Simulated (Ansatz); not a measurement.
TaTe:
```xyz
2
Lattice="0.0000 2.8332 2.8332 2.8332 0.0000 2.8332 2.8332 2.8332 0.0000" Properties=species:S:1:pos:R:3 pbc="T T T"
Ta     0.0000     0.0000     0.0000
Te     2.8332     2.8332     2.8332
```

Relaxed with r²SCAN. Special points in fractions of this cell's reciprocal vectors: Γ (0.000, 0.000, 0.000); X (0.500, 0.000, 0.500); U (0.625, 0.250, 0.625); K (0.375, 0.375, 0.750); L (0.500, 0.500, 0.500); W (0.500, 0.250, 0.750).

**Question.** List the band energies nearest the Fermi level at these points for the program Ansatz at the r²SCAN with spin–orbit coupling level (PAW).

**Answer.** In eV from the Fermi level; about four levels below and three above (degenerate sets whole), none deeper than 8.9 eV; points with the same levels are listed once.

| k | below | above |
|---|---|---|
| Γ | -1.07 -1.07 -1.07 -1.07 | 2.68 2.68 6.50 6.50 |
| X | -0.33 -0.33 -0.24 -0.24 | 0.94 0.94 1.32 1.32 |
| U | -4.76 -4.76 -1.67 -1.67 | 0.50 0.50 0.87 0.87 |
| L | -5.45 -5.45 -5.17 -5.17 | 0.20 0.20 0.36 0.36 |
| W | -0.06 -0.06 -0.02 -0.02 | 1.06 1.06 1.83 1.83 |

Space group Fm-3m (rock salt). The start of the workflow was typed in or built on a structure type; neither database checked (COD, Materials Project) lists it. Its standing as an ambient phase is unchecked. Symmetry was held in the r²SCAN relaxation. At this level the phase is mechanically unstable. No spin polarisation was allowed. Its formation energy is positive at this level, so the cell may be metastable or incomplete. With an odd number of electrons in the cell and no spin polarisation, the count alone makes it a metal.

Potentials: the later of the program's two PAW sets.
